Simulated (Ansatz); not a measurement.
ZrTi3N4 (Pm-3m)

Theory: Ansatz, DFT PBE, scalar-relativistic, plane waves, PAW.

Settings: cutoff 420 eV, Γ-centred mesh 10×10×10 on the computed 8-atom cell, Gaussian smearing of 0.10 eV; no spin polarisation.

The structure is relaxed at this level of theory with its symmetry kept, and needn't be the ground state of this composition.

Space group Pm-3m (No. 221), cubic, a = 4.356 Å. Zr has 6 N at 2.18 Å and 12 Ti at 3.08 Å; around Ti lie 6 N at 2.18 Å, 8 Ti at 3.08 Å and 4 Zr at 3.08 Å; N on a site of symmetry 4/mmm is surrounded by 4 Ti at 2.18 Å and 2 Zr at 2.18 Å; N on a site of symmetry m-3m has 6 Ti at 2.18 Å.

| Quantity | Value |
| --- | --- |
| Volume per atom | 10.33 Å³ |
| Formation energy from the elements' standard states (uncorrected) | -1.654 eV/atom |
| Kohn–Sham band gap | none (metal) |
| Density of states at the Fermi level | 3.4 states/eV per cell |
| Orbital (Löwdin) character within 0.5 eV of the Fermi level | Ti 3d 75 %, N 2p 14 %, Zr 4d 9 % |
| Bader charge by site (e) | Zr (1 in the cell) 2.04, Ti (3 in the cell) 1.71, N (3 in the cell) -1.80, N (1 in the cell) -1.77 |

A magnetic start lost its moments in a first run, so spin was left out; other magnetic orders weren't tried.

The cell was found from a structure generator's guess, not taken from experiment. Löwdin shares on free-atom orbitals overweight diffuse shells.
